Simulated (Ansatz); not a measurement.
Sn:
```
Sn
1.0
    0.00000     3.32799     3.32799
    3.32799     0.00000     3.32799
    3.32799     3.32799     0.00000
Sn
2
Direct
  0.50000   0.50000   0.50000
  0.75000   0.75000   0.75000
```

Relaxed with PBE. Special points in fractions of this cell's reciprocal vectors: Γ (0.000, 0.000, 0.000); X (0.500, 0.000, 0.500); U (0.625, 0.250, 0.625); K (0.375, 0.375, 0.750); L (0.500, 0.500, 0.500); W (0.500, 0.250, 0.750).

Task: List the band energies nearest the Fermi level at these points for PBE in the plane-wave PAW code Ansatz.

Result: In eV from the Fermi level; about four levels below and three above (degenerate sets whole), none deeper than 8.9 eV; points with the same levels are listed once.

```csv
k,below,above
Γ,-1.11,0.12 0.12 0.12
X,-7.23 -7.23 -2.19 -2.19,0.94 0.94 7.28 7.28
U,-7.62 -6.78 -3.00 -1.86,1.17 3.28 5.48
L,-6.00 -0.97 -0.97 -0.11,3.23 3.23 5.72
W,-7.19 -7.19 -2.70 -2.70,3.24 3.24 4.04 4.04
```

Space group Fd-3m (diamond). This is a known low-temperature phase of the composition, computed here at zero pressure and temperature. The PBE relaxation kept the symmetry of its start; whether a distortion lowers the energy is not shown. Scalar-relativistic: spin–orbit coupling is off unless named, which matters more the heavier the elements.

Potentials: the later of the program's two PAW sets.
